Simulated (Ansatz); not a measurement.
SrTaO3:
```
CELL_PARAMETERS angstrom
      4.01742     0.00000     0.00000
      0.00000     4.01742     0.00000
      0.00000     0.00000     4.01742
ATOMIC_POSITIONS crystal
  Sr 0.00000 0.00000 0.00000
  Ta 0.50000 0.50000 0.50000
  O  0.50000 0.50000 0.00000
  O  0.00000 0.50000 0.50000
  O  0.50000 0.00000 0.50000
```

Relaxed with PBEsol. Special points in fractions of this cell's reciprocal vectors: Γ (0.000, 0.000, 0.000); X (0.000, 0.500, 0.000); M (0.500, 0.500, 0.000); R (0.500, 0.500, 0.500).

**Question.** List the band energies nearest the Fermi level at these points for plane-wave PAW PBEsol (Ansatz code).

**Answer.** In eV from the Fermi level; about four levels below and three above (degenerate sets whole), none deeper than 8.9 eV; points with the same levels are listed once.

```
k                                below           above
-  -----------------------------------  --------------
Γ  -4.61 -4.61 -4.61 -1.32 -1.32 -1.32  1.00 1.12 1.12
X              -6.03 -4.87 -4.87 -0.92  1.64 1.64 2.82
M              -5.73 -5.73 -5.48 -4.30  1.66 1.66 2.60
R  -8.04 -8.04 -8.04 -4.23 -4.23 -4.23  2.42 2.42 2.42
```

Space group Pm-3m (cubic perovskite). The workflow started from a Materials Project entry (that database holds measured and hypothetical structures alike); the Crystallography Open Database copy checked does not list it. Whether it is the stable phase at ambient conditions was not checked. The cell was relaxed with PBEsol under the symmetry of its start; its stability against distortions is not shown here. No spin polarisation was allowed. With an odd number of electrons in the cell and no spin polarisation, the count alone makes it a metal. Scalar-relativistic: spin–orbit coupling is off unless named, which matters more the heavier the elements.

Potentials: the later of the program's two PAW sets.
